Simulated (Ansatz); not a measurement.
Debugging a calculation of RbBr3

The input below was meant for crystalline RbBr3, with PBE, plane waves and PAW in Ansatz.

```yaml
crystal:
  lattice:
    - [-2.2585671, 2.2585671, 6.43700423]
    - [2.2585671, -2.2585671, 6.43700423]
    - [2.2585671, 2.2585671, -6.43700423]
  atoms:
    - { symbol: Rb, position: [0.0, 0.0, 0.0] }
    - { symbol: Br, position: [0.75, 0.25, 0.5] }
    - { symbol: Br, position: [0.25, 0.75, 0.5] }
    - { symbol: Br, position: [0.5, 0.5, 0.0] }
basis:
  ecutwfc: 420
kpoints:
  mp_grid: { grid: [14, 14, 14] }
  mesh: [4, 4, 4]
hamiltonian:
  xc: pbe
scf:
  occupations: { method: gaussian, width: 0.1 }
output:
  forces: true
  stress: true
  eigenvalues: true
```

Output, shortened:

```text
Error: YAML parse error: error: line 15 column 3: unknown field `mesh`, expected one of mp_grid, list, band_path, initial_grid, further_shifts
  --> <input>:15:3
   |
13 | kpoints:
14 |   mp_grid: { grid: [14, 14, 14] }
15 |   mesh: [4, 4, 4]
   |   ^ unknown field `mesh`, expected one of mp_grid, list, band_path, initial_grid, further_shifts
16 | hamiltonian:
17 |   xc: pbe
   |
```

Task: Name the fault and the cure.

Result: The fault is a key that the program doesn't know. The parser takes only the keys that it knows. The cure is the key removed, its setting being given under the right name.

Fix:

```diff
 kpoints:
-  mesh: [4, 4, 4]
```

With the mended input the run converges and gives no gap, a pressure of 0.69 GPa.